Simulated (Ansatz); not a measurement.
Values for one crystal, relaxed and computed with LDA (plane waves, PAW; program Ansatz); other levels are named.

| Quantity | Value |
|---|---|
| Volume per atom | 16.22 Å³ |
| Electronic character | metallic (no gap) |
| Elastic constants (relaxed ions, GPa) | C11 = 46.0, C12 = 87.6, C44 = 42.1 |
| Mechanical stability | unstable (C has a negative eigenvalue) |
| Bulk modulus (Birch–Murnaghan fit) | 74.5 GPa |
| Density of states at the Fermi level | 0.42 states/eV per atom (mean over ±0.08 eV) |
| Pressure derivative B′ | 4.1 |

Q: Which of these materials gives this?
(A) Ce, Cmcm (Ce on 4c)
(B) Pt, hcp (Mg type)
(C) Al, bcc (W type)
(D) Re, dhcp (α-La type)

A: C, Al, bcc (W type)

Space group Im-3m (bcc (W type)). The first step of the workflow began from a Materials Project structure, measured or hypothetical; the Crystallography Open Database copy checked does not list it. It is not the phase usual at ambient conditions (space group No. 225). The LDA relaxation kept the symmetry of its start. As this level gives no gap, shear constants depend on the k-mesh and smearing (Fermi–Dirac, 0.1 eV here).

Potentials: the later of the program's two PAW sets.
